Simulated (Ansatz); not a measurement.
SiGe:
```xyz
2
Lattice="3.2417 0.0000 0.0000 0.0000 3.2417 0.0000 0.0000 0.0000 3.2417" Properties=species:S:1:pos:R:3 pbc="T T T"
Ge     0.0000     0.0000     0.0000
Si     1.6208     1.6208     1.6208
```

Relaxed with PBE. Special points in fractions of this cell's reciprocal vectors: Γ (0.000, 0.000, 0.000); X (0.000, 0.500, 0.000); M (0.500, 0.500, 0.000); R (0.500, 0.500, 0.500).

Problem. List the band energies nearest the Fermi level at these points for PBE (plane waves, PAW; program Ansatz).

Solution. In eV from the Fermi level; about four levels below and three above (degenerate sets whole), none deeper than 8.9 eV; … stands for higher levels left out; points with the same levels are listed once.

```
k                                below                above
-  -----------------------------------  -------------------
Γ              -1.09 -0.52 -0.52 -0.52          3.44 3.44 …
X                                    –  2.78 2.78 2.89 2.89
M              -7.65 -6.58 -5.79 -5.79  4.43 5.03 7.19 7.19
R  -2.39 -2.39 -2.39 -2.12 -2.12 -2.12                    …
```

Space group Pm-3m (CsCl type). A made-up cell: these elements were put on the sites of a structure type; neither database checked (COD, Materials Project) lists it. Whether it is the stable phase at ambient conditions was not checked. The cell was relaxed with PBE under the symmetry of its start; whether a distortion lowers the energy is not shown. Scalar-relativistic: spin–orbit coupling is off unless named, which matters more the heavier the elements.

Potentials: the later of the program's two PAW sets.
